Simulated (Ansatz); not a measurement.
# Stationary points along a deformation path in Rh

The calculation used DFT r2SCAN, scalar-relativistic, plane waves, PAW (Ansatz). Cutoff 500 eV, Γ-centred 24×24×24 k-points, Gaussian smearing of 0.15 eV. No spin polarisation. Energies are free energies at this smearing, counted from the undisturbed cell; pressure is positive in compression.

The starting cell (as given, not relaxed at this level; it stands at -0.7 GPa):

```
CELL_PARAMETERS angstrom
0.00000 1.90155 1.90155
1.90155 0.00000 1.90155
1.90155 1.90155 0.00000
ATOMIC_POSITIONS crystal
Rh 0.00000 0.00000 0.00000
```

At fixed volume and fractional coordinates, lengths along (0.577, 0.577, 0.577) are scaled against those across it; ρ is that ratio over its starting value. V = 13.752 Å³/atom. Δσ is the stress along the axis less the mean stress across it (compression positive).

```
    ρ  ΔE (meV/atom)  Δσ (GPa) space group
0.500         1030.4      0.00        Pm-3m
0.600         1036.7      0.51         R-3m
0.710          923.6     38.34         R-3m
0.850          279.3     56.30         R-3m
0.930           58.5     27.88         R-3m
1.000            0.0      0.00        Fm-3m
1.080           65.3    -29.25         R-3m
1.200          348.9    -63.57         R-3m
1.410         1152.1   -111.47         R-3m
1.700         2784.9   -200.29         R-3m
2.000         5084.9   -302.12         R-3m
```

Problem. How does the stress give the slope of the energy, and where is the energy stationary?

Solution. Along the path d ln(length) is 2/3 d ln ρ on the axis and −1/3 d ln ρ across it, so dE/d ln ρ = −(2/3) V Δσ: the energy falls with ρ where Δσ is positive. Δσ vanishes or changes sign at ρ = 0.500 (Pm-3m, an end of the scan), at 1030.4 meV/atom; between ρ = 0.500 and 0.600, at least one maximum (the energy rises over this step, yet the slope at ρ = 0.600 points the other way); at ρ = 1.000 (Fm-3m), a minimum at 0.0 meV/atom. Pairs of stationary points between two samples would go unseen, and could change a minimum read from distant neighbours into a maximum. At ρ = 0.500, 1.000 the cell is cubic, where symmetry alone makes the stress isotropic and the slope zero.

Problem. Which shear constant sets the curvature at ρ = 1?

Solution. For a cubic crystal E/V = (2/3) C (ln ρ)² with C = C44, so Δσ = −2C ln ρ. The parabola of Δσ against ln ρ through ρ = 0.930, 1 and 1.080 gives C ≈ 191 GPa with the ions clamped, rough because the steps are large. It is the stress–strain coefficient at this cell's pressure of -0.7 GPa, not the zero-pressure constant.

In a metal these slopes depend on the k mesh and the smearing.

Cost: 11 runs of about 5.7 core-minutes in all, on Arm Neoverse V1 (shared hosts).